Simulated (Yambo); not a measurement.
G0W0@PBEsol for CuI (space group Cmcm, No. 63) in Yambo. Reference settings: 2×2×4 Γ-centred k mesh, bands 9 to 224 and a 8 Ry block in the screening, 224 bands in G with the Bruneval-Gonze terminator, plasmon pole fitted at 27.2 eV. The PBEsol gap Γ → Γ on this mesh is 0.76 eV; G0W0 gaps are taken between the same points.

The settings were changed. The gap went from 1.47 eV to 1.60 eV, and the shift of the valence edge from -0.42 eV to -0.29 eV.

What was changed between the two runs?
(A) 85 bands in W, 85 bands in G
(B) 85 bands in G, no terminator
(C) 7 Ry block
(D) 85 bands in G

A, 85 bands in W, 85 bands in G. The others gave (gap, valence shift): 85 bands in G: 1.52, -0.43 eV; 7 Ry block: 1.47, -0.41 eV; 85 bands in G, no terminator: 1.43, 0.00 eV.

Spin-orbit coupling is not included.

Geometry relaxed with PBE+D3(BJ); primitive cell a = 4.811 Å, b = 4.811 Å, c = 4.366 Å, α = 90.00°, β = 90.00°, γ = 93.18°.

This is not the ordinary phase of the substance; no match was found in the copy of COD used, and its stability was not checked.

A shift is the quasiparticle energy of the state minus its PBEsol energy.
